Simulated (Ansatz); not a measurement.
The relaxed structure here is a generated cell of Ru: the first start was made by placing the elements on the sites of a structure type, and the end was not matched to a known phase here, so it may be hypothetical. Known forms of Ru include space group No. 194.

A relaxed cell of Ru (I4/mmm (No. 139)), relaxed on a k-mesh at least as fine as the one used below. Calculation: r2SCAN (plane waves to 500 eV, PAW, scalar-relativistic; Ansatz, a quantum-chemistry and plane-wave program). Γ-centred k-mesh 15×15×15 on the run's cell (coarser than for final values), Fermi–Dirac smearing 0.05 eV.

```xyz
2
Lattice="-3.1980 3.1980 2.7276 0.0000 0.0000 2.7276 1.5990 1.5990 -1.3638" Properties=species:S:1:pos:R:3 pbc="T T T"
Ru     0.0000     0.0000     1.3638
Ru     0.0000     3.1980     1.3638
```

The atoms are displaced along an unstable phonon of this cell by (Å):

```csv
atom,ux,uy,uz
Ru1,-0.106,-0.106,0.000
Ru2,0.106,0.106,0.000
```

Q: What forces (eV/Å) and pressure result?

A: 
```
atom     Fx     Fy    Fz
----  -----  -----  ----
Ru1   -1.44  -1.44  0.00
Ru2    1.44   1.44  0.00
```

Pressure -4.0 GPa.

Q: Estimate the energy cost of the displacement in the harmonic approximation and compare with the calculation.

A: For a harmonic well ΔE = −½ Σ F·u = -0.306 eV a cell, or -153 meV/atom. The calculated energy relative to the undisplaced cell is -0.22 eV/atom, so anharmonic terms matter at this amplitude.

The undisplaced cell is probably no minimum: from this displacement the run went on to P6₃/mmc (No. 194), 0.59 eV/atom below it.

No spin polarisation in the result.
